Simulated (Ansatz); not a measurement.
### Question
Name crystals whose computed values (the program Ansatz at the r²SCAN level (PAW)) fall in these windows: B₀ by P(V) fit (GPa) 190 to 280; G_Hill (GPa) 78 to 98.

### Answer


```json
[
 {"crystal": "GaPt3, Cu3Au type", "B₀ by P(V) fit (GPa)": "239", "G_Hill (GPa)": "87.9"},
 {"crystal": "TiC, P6_3/mmc (Ti on 2c, C on 2d)", "B₀ by P(V) fit (GPa)": "203", "G_Hill (GPa)": "86.9"},
 {"crystal": "Ti2O3, corundum", "B₀ by P(V) fit (GPa)": "229", "G_Hill (GPa)": "95.1"},
 {"crystal": "TiO2, Pbca (Ti on 8c, O on 8c, O on 8c)", "B₀ by P(V) fit (GPa)": "201", "G_Hill (GPa)": "89.9"},
 {"crystal": "AlPt, P2_13 (Al on 4a, Pt on 4a)", "B₀ by P(V) fit (GPa)": "203", "G_Hill (GPa)": "83.0"}
]
```
Others may fit too.

Typed or built starts, not in the databases checked: TiC, P6_3/mmc (Ti on 2c, C on 2d). Not the usual ambient phase: TiC, P6_3/mmc (Ti on 2c, C on 2d). Standing as an ambient phase not checked: GaPt3, Cu3Au type; Ti2O3, corundum; AlPt, P2_13 (Al on 4a, Pt on 4a). Perhaps ordered models of mixed-site phases: AlPt, P2_13 (Al on 4a, Pt on 4a). All cells were relaxed under the symmetry of their starts (and spin orders); stability against distortions was not tested throughout. Rows with no word on spin ran without spin polarisation. Spin–orbit coupling is left out wherever it is not named.

Potentials: the later of the program's two PAW sets.
